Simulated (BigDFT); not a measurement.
Input and output of a self-consistent single point for the molecule C5H8BrCl (BigDFT).

Computed with LDA (Teter-Pade), Daubechies wavelet basis, HGH (Krack) norm-conserving potentials made for LDA, isolated boundary conditions, implicit solvent (soft-sphere cavity) (BigDFT 1.9.6).

SMILES: Cl[C@H](Br)CC(=C)C
```xyz
15

C     -0.9007    -0.9598     1.0337
C     -0.6933     0.0413     0.0980
C     -1.8036     0.8933    -0.3094
C      0.6784     0.3002    -0.5163
C      1.9073    -0.5578     0.0001
Cl     2.3985    -0.0385     1.6014
Br     3.4464    -0.2004    -1.1679
H     -0.1832    -1.6885     1.3737
H     -1.9687    -1.1758     1.4029
H     -1.9135     0.8545    -1.4328
H     -2.7056     0.7081     0.1157
H     -1.4814     1.9017    -0.1399
H      0.8461     1.3661    -0.4362
H      0.5317     0.0776    -1.6052
H      1.7509    -1.6188    -0.0070
```
Charge 0, spin multiplicity 1.

Reference input (self-consistent single point, DFT, LDA (Teter-Pade), Daubechies wavelet basis, HGH (Krack) norm-conserving potentials made for LDA, isolated boundary conditions): basis = Daubechies wavelets; dft.hgrids = 0.33 bohr; dft.rmult = 5 8; dft.ixc = 1; potentials = built-in HGH-K LDA; boundary_conditions = free; dft.gnrm_cv = 1e-05; dft.itermax = 80; dft.idsx = 6; dft.nrepmax = 3. This run's input differs from it in these lines:

```diff
@@ -9,2 +9,6 @@
   nrepmax: 3
+psolver:
+  environment:
+    cavity: soft-sphere
+    epsilon: 78.36
 posinp:
```

Output (repeated stretches shortened):

```
  #------------------------------------------------------------------- Self-Consistent Cycle
 Ground State Optimization:
 - Hamiltonian Optimization: &itrp001
   - Subspace Optimization: &itrep001-01
       Wavefunctions Iterations:
       Summing up ionic density:  Yes,
 Integral of the density in the nonvacuum region:  0.4781998608953893,
 Embedded PSolver Preconditioned Conjugate Gradient Method: [
Iteration quality: {iter:  1, res:  7.08388342583401043E-03},
Iteration quality: {iter:  2, res:  3.98828577571619727E-03},
Iteration quality: {iter:  3, res:  1.86848046976154395E-03},
   [... lines left out ...]
       Summing up ionic density:  Yes,
 Integral of the density in the nonvacuum region:  0.6145164738710881,
 Embedded PSolver Preconditioned Conjugate Gradient Method: [
Iteration quality: {iter:  1, res:  1.06372355788006105E-07},
Iteration quality: {iter:  2, res:  5.05609735573201970E-08},
Iteration quality: {iter:  3, res:  2.02742582289483830E-08},
Iteration quality: {iter:  4, res:  1.04091755907828725E-08},
Iteration quality: {iter:  5, res:  6.05960809429057953E-09}],
        Cavitation energy:  3.2685780652352558E-002,
         Repulsion energy: -9.9873218659966151E-003,
        Dispersion energy: -1.7001317076501574E-002,
 iter:  18, EKS: -6.15968077020479328E+01, gnrm:  9.28E-06, D: -1.99E-09,  #FINAL
        #Eigenvalues and New Occupation Numbers
       Orbitals: [
   [... 18 lines left out ...]
 Last Iteration                        : *FINAL001
  #---------------------------------------------------------------------- Forces Calculation
 Total electronic charge               :  41.999999988172
   Summing up ionic density            :  Yes
   Integral of the density in the nonvacuum region:  0.614516473871088
   Embedded PSolver Preconditioned Conjugate Gradient Method:
   - Iteration quality: {iter:  1, res:  1.67297677447941052E-08}
   - Iteration quality: {iter:  2, res:  5.34465241998028722E-09}
   Cavitation energy                   :  3.2685780652352558E-002
   Repulsion energy                    : -9.9873218659966151E-003
   [... lines left out ...]
  #-------------------------------- Warnings obtained during the run, check their relevance!
 WARNINGS:
 BigDFT infocode                       :  0
   [... lines left out ...]
 -  {H: [-3.483491123171E-04,  2.357953095248E-02,  4.685109393773E-03]} # 0012
 -  {H: [ 1.185842241249E-02,  1.235439715478E-02,  8.660602107397E-04]} # 0013
 -  {H: [ 6.866581581343E-03,  2.334822316798E-03,  6.264613061934E-03]} # 0014
 -  {H: [-3.299134314715E-03, -1.541586452241E-02, -4.194793743970E-04]} # 0015
 Energy (Hartree)                      : -6.15968077020479328E+01
 Force Norm (Hartree/Bohr)             :  1.62111715821711466E-01
```

The run converged in 18 iterations. Against the reference run the largest force goes from 4.276 to 4.255 eV/Å.

The grid can part forces that symmetry would make equal. Forces above 1 eV/Å remain at this geometry. The geometry comes from a cheaper method or was typed, in some cases with atoms then moved at random; it is not relaxed at this level, and the species need not be a known compound. A coarse multiplier of 5 or less cuts the tails of heavy atoms' orbitals, which raises levels.

Cost on one core: very roughly 4 core-minutes.
